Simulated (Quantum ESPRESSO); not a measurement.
# ZnAl2F7Cl: input and log of a self-consistent run

A calculation, not a measurement. The program is pw.x of Quantum ESPRESSO 7.5 (plane-wave density functional theory). The cell is made up: 11 atoms on a rutile lattice with one site empty, with randomly drawn elements, strain and displacements, not relaxed. PseudoDojo standard norm-conserving files (v0.5 for PBE, v0.4.1 for LDA and PBEsol) set the functional; there is no spin polarisation, spin-orbit coupling or dispersion term, and the masses in the input are unused placeholders.

Input:

```
&control calculation='scf', pseudo_dir='./dojo.nc.sr.pbe.v0_5.standard.upf', outdir='./o', disk_io='medium', tprnfor=.true., tstress=.true. /
&system ibrav=0, nat=11, ntyp=4, nbnd=47, ecutwfc=84.00895049, nosym=.true., tot_charge=0,
 occupations='smearing', smearing='fd', degauss=0.0018374661
/
&electrons conv_thr=7.350e-09, electron_maxstep=60, /
ATOMIC_SPECIES
Al 1.0 Al.upf
Cl 1.0 Cl.upf
F 1.0 F.upf
Zn 1.0 Zn.upf
CELL_PARAMETERS angstrom
4.678 0.0 0.0
0.0 4.678 0.0
0.0 0.0 6.2373
ATOMIC_POSITIONS angstrom
Zn -0.0019 -0.0117 -0.0129
Al 2.3524 2.3405 1.4208
Al 0.0137 0.021 3.1561
F 1.4256 1.3787 -0.0313
F 3.2473 3.2878 0.008
F 3.7657 0.9194 1.6031
F 0.8294 3.7563 1.6011
F 1.433 1.4339 3.1101
F 3.2994 3.2217 3.0807
F 3.7884 0.9183 4.6476
Cl 0.8909 3.7502 4.6769
K_POINTS automatic
5 5 4 1 1 1
```

The log is shortened where brackets say so; the opening notice, blank lines, dates and the lines on written files are dropped, and the path of the files is cut. It prints rydbergs, bohrs and kilobars, and counts compression as positive stress. With no partly filled state, the Fermi energy that it prints is only some level between the filled and the empty states on the mesh, and need not lie in the true gap.

```
     Program PWSCF v.7.5
     Parallel version (MPI & OpenMP), running on       1 processor cores
     Number of MPI processes:                 1
     Threads/MPI process:                     1
     [start-up lines left out]
     bravais-lattice index     =            0
     lattice parameter (alat)  =       8.8401  a.u.
     unit-cell volume          =     921.1146 (a.u.)^3
     number of atoms/cell      =           11
     number of atomic types    =            4
     number of electrons       =        82.00
     number of Kohn-Sham states=           47
     kinetic-energy cutoff     =      84.0090  Ry
     charge density cutoff     =     336.0358  Ry
     scf convergence threshold =      7.3E-09
     mixing beta               =       0.7000
     number of iterations used =            8  plain     mixing
     Exchange-correlation= PBE
                           (   1   4   3   4   0   0   0)
     [axes and pseudopotential details left out]
   Cartesian axes
     site n.     atom                  positions (alat units)
         1        Zn     tau(   1) = (  -0.0004062  -0.0025011  -0.0027576  )
         2        Al     tau(   2) = (   0.5028645   0.5003206   0.3037195  )
         3        Al     tau(   3) = (   0.0029286   0.0044891   0.6746687  )
         4        F      tau(   4) = (   0.3047456   0.2947200  -0.0066909  )
         5        F      tau(   5) = (   0.6941642   0.7028217   0.0017101  )
         6        F      tau(   6) = (   0.8049808   0.1965370   0.3426892  )
         7        F      tau(   7) = (   0.1772980   0.8029714   0.3422617  )
         8        F      tau(   8) = (   0.3063275   0.3065199   0.6648354  )
         9        F      tau(   9) = (   0.7053014   0.6886917   0.6585507  )
        10        F      tau(  10) = (   0.8098333   0.1963018   0.9935015  )
        11        Cl     tau(  11) = (   0.1904446   0.8016674   0.9997649  )
     number of k points=    50  Fermi-Dirac smearing, width (Ry)=  0.0018
                       cart. coord. in units 2pi/alat
        k(    1) = (   0.1000000   0.1000000   0.0937505), wk =   0.0400000
        k(    2) = (   0.1000000   0.1000000   0.2812515), wk =   0.0400000
     [further k points left out]
     Dense  grid:    95809 G-vectors     FFT dimensions: (  54,  54,  72)
     Estimated max dynamical RAM per process >     142.17 MB
     Initial potential from superposition of free atoms
     starting charge      81.9949, renormalised to      82.0000
     Starting wfcs are   50 randomized atomic wfcs
     total cpu time spent up to now is       14.5 secs
     per-process dynamical memory:   107.5 Mb
     Self-consistent Calculation
     iteration #  1     ecut=    84.01 Ry     beta= 0.70
     Davidson diagonalization with overlap
     ethr =  1.00E-02,  avg # of iterations =  4.0
     total cpu time spent up to now is       48.1 secs
     total energy              =    -805.63667066 Ry
     estimated scf accuracy    <       1.26757290 Ry
     iteration #  2     ecut=    84.01 Ry     beta= 0.70
     Davidson diagonalization with overlap
     ethr =  1.55E-03,  avg # of iterations =  2.0
     total cpu time spent up to now is       82.9 secs
     total energy              =    -805.95397300 Ry
     estimated scf accuracy    <       1.12273499 Ry
     iteration #  3     ecut=    84.01 Ry     beta= 0.70
     Davidson diagonalization with overlap
     ethr =  1.37E-03,  avg # of iterations =  2.0
     total cpu time spent up to now is      117.3 secs
     total energy              =    -806.18078083 Ry
     estimated scf accuracy    <       0.02355059 Ry
     iteration #  4     ecut=    84.01 Ry     beta= 0.70
     Davidson diagonalization with overlap
     ethr =  2.87E-05,  avg # of iterations =  6.5
     total cpu time spent up to now is      163.8 secs
     total energy              =    -806.18749170 Ry
     estimated scf accuracy    <       0.00731057 Ry
     iteration #  5     ecut=    84.01 Ry     beta= 0.70
     Davidson diagonalization with overlap
     ethr =  8.92E-06,  avg # of iterations =  2.5
     total cpu time spent up to now is      204.6 secs
     total energy              =    -806.18859412 Ry
     estimated scf accuracy    <       0.00028771 Ry
     iteration #  6     ecut=    84.01 Ry     beta= 0.70
     Davidson diagonalization with overlap
     ethr =  3.51E-07,  avg # of iterations =  4.1
     total cpu time spent up to now is      247.6 secs
     total energy              =    -806.18864775 Ry
     estimated scf accuracy    <       0.00002647 Ry
     iteration #  7     ecut=    84.01 Ry     beta= 0.70
     Davidson diagonalization with overlap
     ethr =  3.23E-08,  avg # of iterations =  2.2
     total cpu time spent up to now is      289.3 secs
     total energy              =    -806.18865485 Ry
     estimated scf accuracy    <       0.00000372 Ry
     iteration #  8     ecut=    84.01 Ry     beta= 0.70
     Davidson diagonalization with overlap
     ethr =  4.54E-09,  avg # of iterations =  2.1
     total cpu time spent up to now is      324.7 secs
     total energy              =    -806.18865585 Ry
     estimated scf accuracy    <       0.00000050 Ry
     iteration #  9     ecut=    84.01 Ry     beta= 0.70
     Davidson diagonalization with overlap
     ethr =  6.07E-10,  avg # of iterations =  2.0
     total cpu time spent up to now is      358.0 secs
     total energy              =    -806.18865594 Ry
     estimated scf accuracy    <       0.00000004 Ry
     iteration # 10     ecut=    84.01 Ry     beta= 0.70
     Davidson diagonalization with overlap
     ethr =  4.62E-11,  avg # of iterations =  2.2
     total cpu time spent up to now is      391.8 secs
     End of self-consistent calculation
          k = 0.1000 0.1000 0.0938 ( 11954 PWs)   bands (ev):
  -119.2085 -73.4905 -73.4004 -73.3524 -19.9868 -19.5609 -17.9451 -17.7565
   -17.5981 -17.4746 -16.5079 -10.2655  -3.8096  -2.5959  -2.0343  -1.8875
    -1.8532  -1.3582  -1.2682  -1.1099  -0.9378  -0.6876  -0.5643  -0.2524
    -0.0770   0.0440   0.2027   0.4303   1.0217   1.1044   1.2229   1.2818
     1.4513   1.5129   1.5283   1.6439   2.3489   2.5072   2.7681   3.4508
     3.9885   7.4296  10.9707  11.7600  11.9065  12.4301  13.5460
     [levels at the other k points left out]
     the Fermi energy is     5.9505 ev
!    total energy              =    -806.18865595 Ry
     estimated scf accuracy    <          2.9E-09 Ry
     smearing contrib. (-TS)   =       0.00000000 Ry
     internal energy E=F+TS    =    -806.18865595 Ry
     The total energy is F=E-TS. E is the sum of the following terms:
     one-electron contribution =    -593.76629032 Ry
     hartree contribution      =     337.52032907 Ry
     xc contribution           =    -136.09305546 Ry
     ewald contribution        =    -413.84963925 Ry
     convergence has been achieved in  10 iterations
     Forces acting on atoms (cartesian axes, Ry/au):
     atom    1 type  4   force =    -0.06681348    0.07407571    0.03517656
     atom    2 type  1   force =     0.00211263   -0.00317523    0.00225684
     atom    3 type  1   force =    -0.08656098    0.08661191   -0.02867700
     atom    4 type  3   force =     0.04877028    0.05783961    0.11373608
     atom    5 type  3   force =    -0.05645596   -0.05105909    0.10527524
     atom    6 type  3   force =    -0.02167352    0.02220137    0.03575486
     atom    7 type  3   force =     0.03991733   -0.02406952    0.04603644
     atom    8 type  3   force =    -0.02364108   -0.02302758   -0.10176836
     atom    9 type  3   force =     0.00279876    0.02666173   -0.09793346
     atom   10 type  3   force =    -0.00038898   -0.00117736   -0.07065999
     atom   11 type  2   force =     0.16193501   -0.16488156   -0.03919720
     Total force =     0.388318     Total SCF correction =     0.000142
     Computing stress (Cartesian axis) and pressure
          total   stress  (Ry/bohr**3)                   (kbar)     P=      -10.01
   0.00003297  -0.00054215   0.00004624            4.85      -79.75        6.80
  -0.00054215   0.00003381  -0.00010082          -79.75        4.97      -14.83
   0.00004624  -0.00010082  -0.00027090            6.80      -14.83      -39.85
     init_run     :     14.12s CPU     14.40s WALL (       1 calls)
     electrons    :    362.83s CPU    377.26s WALL (       1 calls)
     forces       :      6.36s CPU      6.43s WALL (       1 calls)
     stress       :     22.28s CPU     22.37s WALL (       1 calls)
     [timing details left out]
     PWSCF        :   6m45.85s CPU   7m 1.06s WALL
     JOB DONE.
```

In other units: free energy -10968.755 eV for the cell, pressure -1.00 GPa, largest force component 4.239 eV/Å. A rerun of this cell at 1437 eV and a 7 x 7 x 6 mesh moved values by no more than 0.004 eV in energy, 0.02 GPa in stress and 0.002 eV/Å in force.